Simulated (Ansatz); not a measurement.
**GdP (CsCl-type structure)**

Level of theory: DFT, PBEsol, scalar-relativistic, collinear spin; plane waves to 420 eV with PAW datasets (Ansatz 0.2.0), 10×10×10 k-mesh, Gaussian smearing of 0.05 eV. The datasets are Ansatz's generated set soft_2.

```xyz
2
Lattice="3.4477 0.0000 0.0000 0.0000 3.4477 0.0000 0.0000 0.0000 3.4477" Properties=species:S:1:pos:R:3 pbc="T T T"
Gd    0.0000    0.0000    0.0000
P     1.7238    1.7238    1.7238
```

This is a trial structure: such lanthanide and actinide compounds mostly take the rock-salt structure.

Magnetic state: ferromagnetic, site spin moments Gd 6.93; P -0.09 μB.

Cell and atoms are those of this level's equilibrium.

The cell has space group Pm-3m (read at 0.01 Å). In it the stress is 0.00, 0.00, 0.00, 0.00, 0.00, 0.00 GPa and the largest force component 0.000 eV/Å. Each change below starts from this cell, without further relaxation. Stress is in GPa, positive in compression, in the order xx, yy, zz, yz, xz, xy; energies are counted from the cell above and are free energies with the smearing's entropy, which match forces and stress in a metal.

Question: What happens when atom 1 (Gd) is moved by 0.20 Å along z?

Answer: The energy changes by 33.9 meV per cell, and the force on it along the shift is -0.368 eV/Å (−F/u = 1.84 eV/Å²). Stress: 1.99, 1.99, -0.80, 0.00, 0.00, 0.00.
```
atom  Fx (eV/Å)     Fy      Fz
 Gd1      0.000  0.000  -0.368
  P2      0.000  0.000   0.368
```
In a harmonic crystal the energy would rise by −½F·u = ½ × 1.84 × 0.20² eV = 36.8 meV, close to the run's value; the rest is anharmonic or numerical.

Question: What stress follows from an engineering strain of -2 % in xz, atoms carried along?

Answer: -0.03, 0.10, -0.03, 0.00, -1.07, 0.00 GPa; the energy changes by -3.0 meV per cell.
The stress changes with the wrong sign for a stable crystal (a clamped-atom constant of about -54 GPa), so the cell is unstable against this strain on this mesh; in a metal a finer mesh can change the sign.

Without a U the 4f levels of Gd lie too near the Fermi level, so their share of the states there, and what hangs on it, is overstated. No spin–orbit coupling, a notable omission for heavy elements. Site moments are of spin, integrated over atomic spheres. A displaced or strained copy of the relaxed cell lay 1.6 meV/atom lower, so the structure isn't a true minimum at this level, unless the mesh, which matters in a metal, makes it so. Only parallel moments were tried, so the real magnetic order may be another.
